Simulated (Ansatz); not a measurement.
Relaxed-ion elastic tensor of Ta$_{4}$N$_{5}$ in space group I4/m (No. 87; Ta on 8h, N on 2b, N on 8h) in GPa (Voigt order), the program Ansatz at the PBEsol level (PAW); density 13.30 g/cm³, 11.01 Å³ per atom.

```
      1      2    3    4    5      6
-  ----  -----  ---  ---  ---  -----
1   613    136  137  0.0  0.0   69.4
2   136    613  137  0.0  0.0  -69.4
3   137    137  774  0.0  0.0    0.0
4   0.0    0.0  0.0  139  0.0    0.0
5   0.0    0.0  0.0  0.0  139    0.0
6  69.4  -69.4  0.0  0.0  0.0    183
```

Task: Is the crystal mechanically stable?

Result: Yes: the smallest eigenvalue of C is 139 GPa.

Task: Work out the Voigt, Reuss and Hill averages.

Result: K_V = 313, K_R = 310, K_H = 312; G_V = 198, G_R = 174, G_H = 186 GPa.

Task: Give Young's modulus, Poisson's ratio, Pugh's ratio and the universal anisotropy index.

Result: E = 9KG/(3K + G) = 465 GPa; ν = 0.25; K/G = 1.68 (near the Pugh limit of 1.75, no verdict); A_U = 5G_V/G_R + K_V/K_R − 6 = 0.70.

Task: Estimate the sound speeds and the Debye temperature.

Result: v_l = √((K + 4G/3)/ρ) = 6490 m/s, v_t = √(G/ρ) = 3740 m/s, mean 4150 m/s; Θ = (h/k)(3n/4πV)^(1/3) v_m = 556 K.

Task: Solve the Christoffel equation for the three sound speeds along x, y, z.

Result: Eigenvalues of C_ijkl n_j n_l equal ρv². In km/s, slowest first: x 3.23, 3.59, 6.85; y 3.23, 3.59, 6.85; z 3.23, 3.23, 7.63.

Task: How much does each axis shrink under pressure?

Result: Linear compressibilities β_i = Σ_j S_ij (j = 1 to 3): x 1.2, y 1.2, z 0.87 per TPa.

The first step of the workflow began from a Materials Project structure, measured or hypothetical; the Crystallography Open Database copy checked does not list it. Whether it is the stable phase at ambient conditions was not checked. The PBEsol relaxation kept the symmetry of its start; its stability against distortions is not shown here. The run is not spin-polarised. As this level gives no gap, shear constants depend on the k-mesh and smearing (Fermi–Dirac, 0.1 eV here). Spin–orbit coupling is left out wherever it is not named.

Potentials: the later of the program's two PAW sets.
